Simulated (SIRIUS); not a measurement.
A self-consistent single point of ZnCd₃S₄ (Cm, 8 atoms in the cell; from Materials Project mp-1078780, changed as shown) with SIRIUS.

Method: PBEsol, GBRV PBEsol ultrasoft pseudopotentials (plane waves; SIRIUS).

The change in words: atom 6 moved by -0.15 angstrom along x. Reference geometry (P-43m):
```
ZnCd3S4
1.0
    5.75955     0.00000     0.00000
    0.00000     5.75955     0.00000
    0.00000     0.00000     5.75955
Zn Cd S
1 3 4
Cartesian
  0.00000   0.00000   0.00000
  0.00000   2.87977   2.87977
  2.87977   0.00000   2.87977
  2.87977   2.87977   0.00000
  4.39805   4.39805   1.36150
  4.39805   1.36150   4.39805
  1.36150   1.36150   1.36150
  1.36150   4.39805   4.39805
```

Reference input (self-consistent single point, DFT, PBEsol, plane waves, GBRV PBEsol ultrasoft pseudopotentials): parameters.ngridk = 5 5 5; parameters.xc_functionals = [XC_GGA_X_PBE_SOL, XC_GGA_C_PBE_SOL]; parameters.gk_cutoff = 6.325 1/bohr; parameters.pw_cutoff = 14.143 1/bohr; parameters.smearing = gaussian; parameters.smearing_width = 0.000734986 Ha; potentials = GBRV PBEsol ultrasoft pseudopotentials; parameters.electronic_structure_method = pseudopotential; parameters.num_bands = 48; parameters.num_mag_dims = 0; parameters.num_dft_iter = 100; parameters.energy_tol = 1e-07 Ha. This run's input differs from it in these lines:

```diff
@@ -55,3 +55,3 @@
         [4.3980499755, 4.3980499755, 1.3615000245],
-        [4.3980499755, 1.3615000245, 4.3980499755],
+        [4.2480482553, 1.3615000245, 4.3980499755],
         [1.3615000245, 1.3615000245, 1.3615000245],
```

Log, with long lists cut:

```
[find] density tolerance         : 1e-06
[find] total energy tolerance    : 1e-07
[find] iter_solver_tol (initial) : 0.01
[find] iter_solver_tol (target)  : 1e-13
[find] num_dft_iter              : 100
Charges and magnetic moments
--------------------------------------------------------------------------------
total charge          : 80.000000
[find] | SCF iteration   0 out of 100|
[diagonalize] iterative solver tolerance (occupied, empty): 0.01 0.01
[diagonalize] average number of iterations: 2.07692
[find] Charges and magnetic moments
[find] total charge          : 80.000000
[find] Energy
   [... lines left out ...]

[find] Charges and magnetic moments
[find] total charge          : 80.000000
[find] Energy
[find] smearing (-TS)                 :      -0.00000000
[find] Total energy                   :    -450.55443761 (Ha),    -901.10887521 (Ry)
[find] Free energy (E-TS)             :    -450.55443761 (Ha),    -901.10887521 (Ry)
[find] band gap (eV)                  :       1.08566792
[find] Efermi                         :       0.22996297
[find] iteration : 30, RMS (target) : 9.8884e-07 (1.0000e-06) , energy difference (target) : -2.9718e-10 (1.0000e-07)
[find] bands are converged : true
[find] iterative solver converged : false
[find] converged after 31 SCF iterations!
[find] Charges and magnetic moments
[find] total charge          : 80.000000
[find] Energy
[find] smearing (-TS)                 :      -0.00000000
[find] Total energy                   :    -450.55443761 (Ha),    -901.10887521 (Ry)
[find] Free energy (E-TS)             :    -450.55443761 (Ha),    -901.10887521 (Ry)
[find] band gap (eV)                  :       1.08566792
[find] Efermi                         :       0.22996297
[ground_state] === stress tensor components [kbar] ===
[ground_state] === stress_total ===
[ground_state]    15.601013    0.049961   -0.049961
[ground_state]     0.049961   14.380795   -7.026579
[ground_state]    -0.049961   -7.026579   14.380795
[ground_state] ==== total Forces in Ha/bohr =====
   [... lines left out ...]
[ground_state] atom:    3, force:      -0.0040735      0.0049327      0.0040021
[ground_state] atom:    4, force:      -0.0011555     -0.0003343      0.0003343
[ground_state] atom:    5, force:       0.0211454      0.0002070     -0.0002070
[ground_state] atom:    6, force:      -0.0030637      0.0003275      0.0004614
[ground_state] atom:    7, force:      -0.0030637     -0.0004614     -0.0003275
```

The run converged in 31 iterations. SIRIUS prints the stress tensor with tension positive. Against the reference run the free energy goes up by 10.0 meV/atom, the pressure goes from -1.68 to -1.48 GPa and the largest force goes from 0.038 to 1.087 eV/Å.

Forces above 1 eV/Å remain at this geometry. The structure comes from a collection of computed structures, made at another level of theory; the collection holds predicted forms beside known ones.

Cost on one core: about 6 core-minutes (a rough figure).

The gap that the log prints is read on the run's mesh, which can miss the band edges or a crossing.
